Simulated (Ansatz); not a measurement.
Input:

MoPd (CsCl type, Pm-3m), a = b = c = 3.140 Å, α = β = γ = 90.00°.

This is the r²SCAN-relaxed structure.

Q: All from DFT-r²SCAN in the program Ansatz with PAW potentials, unless another level is named. Give the formation energy from the elements (no fitted shifts).

A: 0.54 eV/atom.

Q: Next, the density of states at the Fermi level?

A: 1.5 states/eV per atom (mean over ±0.08 eV).

Q: Give the gap with spin–orbit coupling.

A: none (metallic).

The start of the workflow was typed in or built on a structure type; neither database checked (COD, Materials Project) lists it. Whether it is the stable phase at ambient conditions was not checked. The r²SCAN relaxation kept the symmetry of its start. At this level the phase is mechanically unstable. The run is not spin-polarised. Its formation energy is positive at this level, so the cell may be metastable or incomplete. The references are the lowest solids computed at this level, not always the standard phases. Spin–orbit coupling is left out wherever it is not named.

Potentials: the earlier of the program's two PAW sets.
